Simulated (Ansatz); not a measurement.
Relaxation path: fcc Pt (110), 5 layers

DFT, PBE, PAW with Ansatz's default frozen-core files, scalar-relativistic (Ansatz 0.2.0); a Γ-centred 14×10×1 k mesh, Fermi–Dirac smearing of 0.1 eV, no spin polarisation. The run relaxes the atoms in the fixed cell.

Command: `ansatz run input.yaml --threads 2 --pin off --max-ram 4096MiB --backend cpu --events-out ev --progress --plain --runs-dir out` It took 3 min on 2 threads of Intel(R) Xeon(R) Platinum 8375C CPU @ 2.90GHz (Ice Lake), on a shared host, peak memory 0.81 GiB.

```yaml
crystal:
  lattice:
    - [2.8085470207, 0.0, 0.0]
    - [0.0, 3.9718852873, 0.0]
    - [0.0, 0.0, 21.6171]
  atoms:
    - { symbol: Pt, position: [0.0, 0.0, 0.3700775304] }
    - { symbol: Pt, position: [0.5, 0.5, 0.435038765] }
    - { symbol: Pt, position: [0.0, 0.0, 0.5] }
    - { symbol: Pt, position: [0.5, 0.5, 0.564961235] }
    - { symbol: Pt, position: [0.0, 0.0, 0.6299224696] }
kpoints:
  mp_grid: { grid: [14, 10, 1] }
scf:
  occupations: { method: fermi_dirac, width: 0.1 }
hamiltonian:
  xc: pbe
  pseudopotentials: { kind: paw }
output:
  forces: true
  stress: true
  eigenvalues: true
relax:
  f_tol: 0.01
  max_steps: 40
efield:
  axis: 3
  amplitude: 0
  dipole_correction: true
```

Each step lists its free energy a cell above the last geometry, and Cartesian positions (Å) with forces (eV/Å).

The first step:

```
step 1  dF = 227.22 meV
  Pt 0.0000 0.0000 8.0000   0.0000 0.0000 0.9411
  Pt 1.4043 1.9859 9.4043   0.0000 0.0000 -0.9977
  Pt 0.0000 0.0000 10.8086   0.0000 0.0000 0.0000
  Pt 1.4043 1.9859 12.2128   0.0000 0.0000 0.9977
  Pt 0.0000 0.0000 13.6171   0.0000 0.0000 -0.9411
```

Spin–orbit coupling is left out, which matters for the heavy atoms. The cell is 1×1, so reconstructions are forbidden, and in slabs of four or five layers the relaxations can be far larger than at a real surface.

Question: Where does the relaxation end, and by which steps?

Answer: After 4 geometries, with a shortest distance of 2.669 Å. The further steps:
```
step 2  dF = 26.79 meV
  Pt 0.0000 0.0000 8.1963   0.0000 0.0000 -0.4793
  Pt 1.4043 1.9859 9.3021   0.0000 0.0000 0.1150
  Pt 0.0000 0.0000 10.8086   0.0000 0.0000 0.0000
  Pt 1.4043 1.9859 12.3150   0.0000 0.0000 -0.1150
  Pt 0.0000 0.0000 13.4208   0.0000 0.0000 0.4793
step 3  dF = 2.49 meV
  Pt 0.0000 0.0000 8.1307   0.0000 0.0000 0.0345
  Pt 1.4043 1.9859 9.2873   0.0000 0.0000 0.1034
  Pt 0.0000 0.0000 10.8086   0.0000 0.0000 0.0000
  Pt 1.4043 1.9859 12.3298   0.0000 0.0000 -0.1034
  Pt 0.0000 0.0000 13.4864   0.0000 0.0000 -0.0345
step 4  dF = 0.00 meV
  Pt 0.0000 0.0000 8.1396   0.0000 0.0000 0.0018
  Pt 1.4043 1.9859 9.3096   0.0000 0.0000 -0.0087
  Pt 0.0000 0.0000 10.8086   0.0000 0.0000 0.0000
  Pt 1.4043 1.9859 12.3075   0.0000 0.0000 0.0087
  Pt 0.0000 0.0000 13.4775   0.0000 0.0000 -0.0018
step 5  dF = 0.00 meV  (same geometry, solved once more)
  Pt 0.0000 0.0000 8.1396   0.0000 0.0000 0.0018
  Pt 1.4043 1.9859 9.3096   0.0000 0.0000 -0.0087
  Pt 0.0000 0.0000 10.8086   0.0000 0.0000 0.0000
  Pt 1.4043 1.9859 12.3075   0.0000 0.0000 0.0087
  Pt 0.0000 0.0000 13.4775   0.0000 0.0000 -0.0018
```
